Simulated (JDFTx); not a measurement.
An input for JDFTx (a modified build) (MoSi2(101), linear PCM (GLSSA13), water, 2 M NaF; bohr, hartree) and the course of its log:

```
lattice \
  6.0551738321 -3.0275869160 0.0000000000 \
  0.0000000000 7.9817224419 0.0000000000 \
  0.0000000000 0.0000000000 41.3850021293
coords-type Lattice
ion Mo 0.6078963087 0.2157926176 -0.1287684758 0
ion Mo 0.7459649997 0.4919299996 0.0000000000 0
ion Mo 0.8840336907 0.7680673815 0.1287684758 0
ion Si 0.3243597820 0.6487195641 -0.0932808460 0
ion Si 0.0331333795 0.0662667591 -0.0454101460 0
ion Si 0.4587966200 0.9175932401 0.0454101460 0
ion Si 0.1675702175 0.3351404351 0.0932808460 0
ion-species pseudo/mo_pbe_v1.upf
ion-species pseudo/si_pbe_v1.upf
elec-cutoff 20 100
elec-ex-corr gga-PBE
coulomb-interaction Slab 001
coulomb-truncation-embed 0 0 0
kpoint-folding 8 8 1
elec-smearing Fermi 0.01
elec-n-bands 42
target-mu -0.071294
electronic-scf nIterations 100 energyDiffThreshold 1e-07
fluid LinearPCM
pcm-variant GLSSA13
fluid-solvent H2O
fluid-cation Na+ 2
fluid-anion F- 2
fluid-minimize nIterations 400 knormThreshold 1e-12
wavefunction read f0.wfns
elec-initial-eigenvals f0.eigenvals
elec-initial-fillings read f0.fillings
fluid-initial-state f0.fluidState
dump-name f0_u0.$VAR
dump End State Ecomponents EigStats BandEigs Forces ElecDensity IonicPositions Fillings Kpoints Dtot FluidDebug BoundCharge FluidDensity
```

```
[one cycle in 5 is shown, and the last three; fluid-solver lines are left out]
	FillingsUpdate:  mu: -0.071294000  nElectrons: 62.178254
SCF: Cycle:  0   G: -213.130875415392524   dG: +3.915e+00   |Residual|: 2.488e-01   |deigs|: 4.463e-06
	FillingsUpdate:  mu: -0.071294000  nElectrons: 59.244994
SCF: Cycle:  5   G: -216.830746283515282   dG: -4.645e-01   |Residual|: 4.266e-02   |deigs|: 6.075e-03
	FillingsUpdate:  mu: -0.071294000  nElectrons: 55.877307
SCF: Cycle: 10   G: -215.963585301621379   dG: +7.518e-01   |Residual|: 1.487e-01   |deigs|: 2.146e-02
	FillingsUpdate:  mu: -0.071294000  nElectrons: 55.323250
SCF: Cycle: 15   G: -215.275742880543675   dG: +5.441e-01   |Residual|: 1.862e-01   |deigs|: 5.206e-03
	FillingsUpdate:  mu: -0.071294000  nElectrons: 58.366027
SCF: Cycle: 20   G: -217.055522371338213   dG: -9.054e-02   |Residual|: 2.038e-02   |deigs|: 4.532e-03
	FillingsUpdate:  mu: -0.071294000  nElectrons: 57.851378
SCF: Cycle: 25   G: -217.016079513568855   dG: +3.259e-02   |Residual|: 2.249e-02   |deigs|: 1.905e-03
	FillingsUpdate:  mu: -0.071294000  nElectrons: 57.558589
SCF: Cycle: 30   G: -216.948387194125047   dG: -6.941e-02   |Residual|: 4.041e-02   |deigs|: 1.321e-03
	FillingsUpdate:  mu: -0.071294000  nElectrons: 57.866910
SCF: Cycle: 35   G: -217.013794165932808   dG: +2.666e-02   |Residual|: 2.498e-02   |deigs|: 1.598e-03
	FillingsUpdate:  mu: -0.071294000  nElectrons: 57.928195
SCF: Cycle: 40   G: -217.011363060574439   dG: -2.566e-02   |Residual|: 2.455e-02   |deigs|: 1.066e-03
	FillingsUpdate:  mu: -0.071294000  nElectrons: 58.535921
SCF: Cycle: 45   G: -217.032710914854817   dG: +8.682e-03   |Residual|: 1.861e-02   |deigs|: 5.767e-04
	FillingsUpdate:  mu: -0.071294000  nElectrons: 58.669558
SCF: Cycle: 50   G: -217.000770696616200   dG: -2.728e-04   |Residual|: 3.115e-02   |deigs|: 1.020e-04
	FillingsUpdate:  mu: -0.071294000  nElectrons: 58.332259
SCF: Cycle: 55   G: -217.040186466029837   dG: +4.553e-03   |Residual|: 1.317e-02   |deigs|: 1.599e-03
	FillingsUpdate:  mu: -0.071294000  nElectrons: 58.602837
SCF: Cycle: 60   G: -217.026256665126681   dG: -1.798e-02   |Residual|: 2.294e-02   |deigs|: 1.173e-03
	FillingsUpdate:  mu: -0.071294000  nElectrons: 58.018167
SCF: Cycle: 65   G: -217.040580291112775   dG: +3.769e-03   |Residual|: 6.098e-03   |deigs|: 8.501e-04
	FillingsUpdate:  mu: -0.071294000  nElectrons: 57.896642
SCF: Cycle: 70   G: -217.027506756459502   dG: -4.540e-02   |Residual|: 1.596e-02   |deigs|: 1.640e-03
	FillingsUpdate:  mu: -0.071294000  nElectrons: 58.473773
SCF: Cycle: 75   G: -217.016696286746452   dG: +2.164e-02   |Residual|: 2.460e-02   |deigs|: 1.303e-03
	FillingsUpdate:  mu: -0.071294000  nElectrons: 58.304575
SCF: Cycle: 80   G: -217.041188984414532   dG: -6.786e-03   |Residual|: 9.400e-03   |deigs|: 6.180e-04
	FillingsUpdate:  mu: -0.071294000  nElectrons: 58.105441
SCF: Cycle: 85   G: -217.042230290299329   dG: -4.260e-03   |Residual|: 4.995e-03   |deigs|: 1.005e-03
	FillingsUpdate:  mu: -0.071294000  nElectrons: 58.002278
SCF: Cycle: 90   G: -217.039932048292258   dG: +1.951e-03   |Residual|: 7.641e-03   |deigs|: 4.366e-04
	FillingsUpdate:  mu: -0.071294000  nElectrons: 58.244188
SCF: Cycle: 95   G: -217.041709035896304   dG: -2.231e-03   |Residual|: 8.636e-03   |deigs|: 3.076e-04
	FillingsUpdate:  mu: -0.071294000  nElectrons: 58.184050
SCF: Cycle: 97   G: -217.042976171201843   dG: -6.240e-04   |Residual|: 9.208e-03   |deigs|: 8.036e-04
	FillingsUpdate:  mu: -0.071294000  nElectrons: 58.227730
SCF: Cycle: 98   G: -217.041535272221552   dG: +1.441e-03   |Residual|: 1.129e-02   |deigs|: 3.537e-04
	FillingsUpdate:  mu: -0.071294000  nElectrons: 58.260231
SCF: Cycle: 99   G: -217.040089642987510   dG: +1.446e-03   |Residual|: 1.246e-02   |deigs|: 2.173e-04
SCF: None of the convergence criteria satisfied after 100 iterations.
IonicMinimize: Iter:   0  G: -217.040089642987510  |grad|_K:  0.000e+00
IonicMinimize: Converged (|grad|_K<1.000000e-04).
```

This run gave no converged result. The electronic loop ended without meeting its threshold, so the last energy, electron count and forces aren't results.
